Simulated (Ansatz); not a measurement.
input.yaml

```yaml
crystal:
  lattice:
    - [-2.9130835188, 2.9130835188, 5.5307564064]
    - [2.9130835188, -2.9130835188, 5.5307564064]
    - [2.9130835188, 2.9130835188, -5.5307564064]
  atoms:
    - { symbol: Cd, position: [0.25, 0.75, 0.5] }
    - { symbol: Cd, position: [0.5, 0.5, 0.0] }
    - { symbol: Ge, position: [0.0, 0.0, 0.0] }
    - { symbol: Ge, position: [0.75, 0.25, 0.5] }
    - { symbol: As, position: [0.875, 0.3500970344, 0.9750970344] }
    - { symbol: As, position: [0.6499029656, 0.625, 0.5249029656] }
    - { symbol: As, position: [0.375, 0.8999029656, 0.0249029656] }
    - { symbol: As, position: [0.1000970344, 0.125, 0.4750970344] }
basis:
  ecutwfc: 420
kpoints:
  mp_grid: { grid: [8, 8, 8] }
hamiltonian:
  xc: pbesol
scf:
  occupations: { method: gaussian, width: 0.01 }
output:
  forces: true
  stress: true
  eigenvalues: true
relax:
  adjacent_minimum: "off"
  f_tol: 0.01
  max_steps: 30
  cell: { stress_tol: 0.1, fix: [volume] }
```

Run as
```bash
ansatz run input.yaml --threads 2 --pin off --max-ram 5120MiB --backend cpu --events-out ev --progress --plain --runs-dir out
```

All numbers below come from DFT PBEsol, scalar-relativistic, plane waves, PAW in Ansatz.

From the run's log, abridged (iterations and final results):

```
SCF iter   1: F=—  HF=-44127.517913 eV  |F-HF|=—  |Δ(HF+E_count)|=         —  Δρ=3.74e-3  dr2=2.90e-2  ethr=1.77e-3  ⟨swp⟩=6.0  Hψ=15506  notcnv=0  defer=15
SCF iter   2: F=—  HF=-44127.511550 eV  |F-HF|=—  |Δ(HF+E_count)|=   6.36e-3  Δρ=1.75e-3  dr2=8.41e-3  ethr=2.26e-5  ⟨swp⟩=3.0  Hψ=9244  notcnv=0  defer=432
SCF iter   3: F=—  HF=-44127.510079 eV  |F-HF|=—  |Δ(HF+E_count)|=   1.47e-3  Δρ=7.80e-4  dr2=2.27e-3  ethr=6.57e-6  ⟨swp⟩=2.1  Hψ=4914  notcnv=0  defer=432
SCF iter   4: F=—  HF=-44127.509863 eV  |F-HF|=—  |Δ(HF+E_count)|=   2.16e-4  Δρ=2.66e-4  dr2=1.96e-4  ethr=1.78e-6  ⟨swp⟩=2.0  Hψ=5977  notcnv=0  defer=432
SCF iter   5: F=—  HF=-44127.509908 eV  |F-HF|=—  |Δ(HF+E_count)|=   4.45e-5  Δρ=1.34e-4  dr2=3.55e-5  ethr=1.53e-7  ⟨swp⟩=2.0  Hψ=7415  notcnv=0  defer=432
SCF iter   6: F=—  HF=-44127.509927 eV  |F-HF|=—  |Δ(HF+E_count)|=   1.97e-5  Δρ=2.59e-5  dr2=1.28e-6  ethr=2.77e-8  ⟨swp⟩=3.0  Hψ=7888  notcnv=0  defer=432
SCF iter   7: F=-44127.509929 eV  HF=-44127.509929 eV  |F-HF|=3.18e-8  |Δ(HF+E_count)|=   1.53e-6  Δρ=4.97e-6  dr2=4.23e-8  ethr=7.81e-11  ⟨swp⟩=7.6  Hψ=19324  notcnv=0
SCF 1 converged in 7 iterations: F = -44127.509929 eV  dr2 = 4.23e-8
relax step   1: F+E_penalty+E_count = -44127.50992893 eV  Δ(F+E_penalty+E_count) = +0.000e0 eV  max|allowed force component| = 1.438e-2 eV/Å  Δτ_max = 0.0000 Å  P = +4.321 GPa  Ω = 187.737 Å³  fix = [volume]  reactions: volume +4.321 GPa (7 SCF iters, dr2 threshold 1.00e-7 eV, accepted)
Initial density: handed on by an earlier stage of this run
Initial wavefunctions: those handed on with the density
SCF iter   1: F=—  HF=-44127.510084 eV  |F-HF|=—  |Δ(HF+E_count)|=         —  Δρ=1.11e-4  dr2=1.66e-5  ethr=2.09e-8  ⟨swp⟩=3.1  Hψ=19085  notcnv=0
SCF iter   2: F=—  HF=-44127.510098 eV  |F-HF|=—  |Δ(HF+E_count)|=   1.39e-5  Δρ=6.96e-5  dr2=7.23e-6  ethr=1.30e-8  ⟨swp⟩=1.0  Hψ=4543  notcnv=0
SCF iter   3: F=—  HF=-44127.510076 eV  |F-HF|=—  |Δ(HF+E_count)|=   2.19e-5  Δρ=9.96e-6  dr2=2.22e-7  ethr=5.65e-9  ⟨swp⟩=2.0  Hψ=5911  notcnv=0
SCF iter   4: F=—  HF=-44127.510076 eV  |F-HF|=—  |Δ(HF+E_count)|=   3.28e-8  Δρ=4.74e-6  dr2=4.25e-8  ethr=1.74e-10  ⟨swp⟩=2.0  Hψ=8084  notcnv=0
SCF iter   5: F=-44127.510076 eV  HF=-44127.510076 eV  |F-HF|=8.59e-10  |Δ(HF+E_count)|=   3.76e-9  Δρ=1.72e-6  dr2=6.45e-9  ethr=1.01e-11  ⟨swp⟩=4.0  Hψ=14764  notcnv=0
SCF 2 converged in 5 iterations: F = -44127.510076 eV  dr2 = 6.45e-9
relax step   2: F+E_penalty+E_count = -44127.51007589 eV  Δ(F+E_penalty+E_count) = -1.470e-4 eV  max|allowed force component| = 3.955e-3 eV/Å  Δτ_max = 0.0014 Å  P = +4.315 GPa  Ω = 187.737 Å³  fix = [volume]  reactions: volume +4.315 GPa (5 SCF iters, dr2 threshold 1.29e-8 eV, accepted)
Initial wavefunctions: pseudopotential atomic-orbital guess (no wavefunctions were taken with the density)
SCF iter   1: F=—  HF=-44127.509930 eV  |F-HF|=—  |Δ(HF+E_count)|=         —  Δρ=1.15e-4  dr2=5.14e-7  ethr=8.16e-8  ⟨swp⟩=3.1  Hψ=27271  notcnv=0
SCF iter   2: F=—  HF=-44127.510032 eV  |F-HF|=—  |Δ(HF+E_count)|=   1.02e-4  Δρ=5.81e-5  dr2=1.34e-7  ethr=4.02e-10  ⟨swp⟩=2.0  Hψ=6928  notcnv=0
SCF iter   3: F=—  HF=-44127.510079 eV  |F-HF|=—  |Δ(HF+E_count)|=   4.63e-5  Δρ=7.21e-7  dr2=1.07e-9  ethr=1.05e-10  ⟨swp⟩=1.9  Hψ=4853  notcnv=0
SCF iter   4: F=—  HF=-44127.510079 eV  |F-HF|=—  |Δ(HF+E_count)|=   1.64e-9  Δρ=4.17e-7  dr2=6.14e-10  ethr=1.00e-12  ⟨swp⟩=4.0  Hψ=15499  notcnv=0
SCF iter   5: F=-44127.510079 eV  HF=-44127.510079 eV  |F-HF|=8.00e-11  |Δ(HF+E_count)|=  4.15e-10  Δρ=2.16e-7  dr2=1.56e-10  ethr=1.00e-12  ⟨swp⟩=3.0  Hψ=13639  notcnv=0
SCF 3 converged in 5 iterations: F = -44127.510079 eV  dr2 = 1.56e-10
SCF converged after 5 iterations
Free energy (F): -44127.510079 eV
Harris-Foulkes:  -44127.510079 eV  (|F-HF|=8.00e-11)
Internal energy: -44127.510060 eV  (E = F + TS)
E sigma→0 (E₀):  -44127.510069 eV
Entropy (-TS):   -0.000019 eV (-0.002 meV/atom)
Fermi energy:    9.585794 eV
--- Per-component energies (eV) ---
  E_band       = -2221.134764
  E_kinetic    = 1651.061455
  E_local      = -19480.397325  (includes V_loc(G=0)·N_el)
  E_nonlocal   = -1759.968446
  E_hartree    = 9520.087834
  E_xc         = -818.458687
  E_vxc        = -892.424163  (∫ρ·V_xc dr)
  E_paw        = -19156.995704  (= ΣΔE_a)
  E_vpaw       = -779.583210  (= ΣTr[D̂ρ^β])
  E_aug_tail   = 0.000612  (compensation charges beyond the density's cutoff)
  E_ewald      = -14089.225305
  E_core_change = 6.385507  (= ΣΔE_core)
  E_smearing   = -0.000019  (= −TS)
--- Forces (eV/Å), atoms counted from 1 ---
  atom   1  Cd     0.00000000     0.00000000     0.00000000
  atom   2  Cd     0.00000000     0.00000000     0.00000000
  atom   3  Ge     0.00000000     0.00000000     0.00000000
  atom   4  Ge     0.00000000     0.00000000     0.00000000
  atom   5  As    -0.00395817     0.00000000     0.00000000
  atom   6  As     0.00000000     0.00395817     0.00000000
  atom   7  As     0.00395817     0.00000000     0.00000000
  atom   8  As     0.00000000    -0.00395817     0.00000000
--- Stress (GPa, compression-positive) ---
        4.321979       0.000000       0.000000
        0.000000       4.321979       0.000000
        0.000000       0.000000       4.299977
  P = ⅓ Tr σ = 4.3146 GPa (43.146 kbar)
--- Band table (eV; the first three rows and the last of 59) ---
  k-point 0: bands = ["-92.9023", "-92.9023", "-54.0079", "-54.0075", "-53.9840", "-53.9840", "-53.9838", "-53.9838", "-25.9626", "-25.9619", "-25.9616", "-25.9616", "-25.9616", "-25.9612", "-25.9607", "-25.9607", "-25.8981", "-25.8974", "-25.8972", "-25.8972", "-25.8718", "-25.8714", "-25.8704", "-25.8704", "-25.8562", "-25.8560", "-25.8560", "-25.8560", "-15.5006", "-15.5006", "-15.4995", "-15.4941", "-15.4905", "-15.4905", "-15.4702", "-15.4683", "-15.4681", "-15.4656", "-3.8953", "-1.5954", "-1.5954", "-1.5723", "-0.0663", "0.8183", "0.8754", "0.8754", "0.9746", "1.0532", "1.0749", "1.1058", "1.3735", "1.3762", "1.3762", "2.5794", "5.0230", "5.1601", "5.1601", "5.5543", "6.0518", "7.0438 ...
  k-point 1: bands = ["-92.9023", "-92.9023", "-54.0079", "-54.0075", "-53.9840", "-53.9840", "-53.9838", "-53.9838", "-25.9625", "-25.9619", "-25.9617", "-25.9616", "-25.9615", "-25.9612", "-25.9607", "-25.9607", "-25.8981", "-25.8974", "-25.8972", "-25.8972", "-25.8717", "-25.8713", "-25.8705", "-25.8705", "-25.8563", "-25.8561", "-25.8560", "-25.8559", "-15.5005", "-15.5003", "-15.4994", "-15.4940", "-15.4909", "-15.4907", "-15.4701", "-15.4684", "-15.4680", "-15.4657", "-3.8130", "-1.7674", "-1.6441", "-1.5803", "0.0791", "0.7982", "0.8475", "0.8741", "0.9838", "1.0306", "1.0505", "1.1003", "1.2942", "1.3900", "1.4417", "2.6799", "4.8855", "5.2138", "5.2623", "5.8005", "6.0143", "7.0510" ...
  k-point 2: bands = ["-92.9023", "-92.9023", "-54.0079", "-54.0076", "-53.9840", "-53.9840", "-53.9838", "-53.9838", "-25.9624", "-25.9620", "-25.9618", "-25.9616", "-25.9613", "-25.9612", "-25.9608", "-25.9607", "-25.8979", "-25.8974", "-25.8973", "-25.8973", "-25.8714", "-25.8712", "-25.8707", "-25.8706", "-25.8563", "-25.8561", "-25.8559", "-25.8559", "-15.5003", "-15.4999", "-15.4988", "-15.4940", "-15.4919", "-15.4913", "-15.4697", "-15.4685", "-15.4677", "-15.4659", "-3.5831", "-2.1323", "-1.7454", "-1.6143", "0.3964", "0.7118", "0.8415", "0.8697", "0.9863", "1.0083", "1.0466", "1.0783", "1.2077", "1.3546", "1.5650", "2.6586", "4.6049", "5.1053", "5.7221", "6.1546", "6.4683", "6.5537" ...
  k-point 58: bands = ["-92.9023", "-92.9023", "-54.0077", "-54.0077", "-53.9840", "-53.9840", "-53.9837", "-53.9837", "-25.9628", "-25.9628", "-25.9612", "-25.9612", "-25.9611", "-25.9611", "-25.9608", "-25.9608", "-25.8978", "-25.8978", "-25.8972", "-25.8972", "-25.8716", "-25.8716", "-25.8704", "-25.8704", "-25.8561", "-25.8561", "-25.8560", "-25.8560", "-15.5013", "-15.5013", "-15.4967", "-15.4967", "-15.4898", "-15.4898", "-15.4700", "-15.4700", "-15.4662", "-15.4662", "-3.0676", "-3.0676", "-1.6038", "-1.6038", "0.6103", "0.6103", "0.9442", "0.9442", "0.9904", "0.9904", "1.0948", "1.0948", "1.1959", "1.1959", "2.0809", "2.0809", "5.6008", "5.6008", "5.8332", "5.8332", "7.0409", "7.0409 ...
--- Relaxed structure (2 steps of the walk, 2 accepted, 1 SCFs on fresh bases) ---
  F+E_penalty+E_count = -44127.51007871 eV   max|allowed force component| = 3.958e-3 eV/Å   (the final SCF, on the basis selected at the relaxed cell)
  cell:  # Å, volume = 187.7372 Å³
    - [-2.91538017, 2.91538017, 5.52204590]
    - [2.91538017, -2.91538017, 5.52204590]
    - [2.91538017, 2.91538017, -5.52204590]
  atoms:
    - { symbol: Cd, position: [0.25000000, 0.75, 0.5] }
    - { symbol: Cd, position: [0.5, 0.5, 0.0] }
    - { symbol: Ge, position: [0.0, 0.0, 0.0] }
    - { symbol: Ge, position: [0.75, 0.25000000, 0.5] }
    - { symbol: As, position: [0.87500000, 0.35033790, 0.97533790] }
    - { symbol: As, position: [0.64966209, 0.625, 0.52466209] }
    - { symbol: As, position: [0.37500000, 0.89966209, 0.02466209] }
    - { symbol: As, position: [0.10033790, 0.125, 0.47533790] }
```

The relaxation met its thresholds.

It took 110 s on 2 threads of Arm Neoverse V2 (shared host), peak memory 0.92 GiB.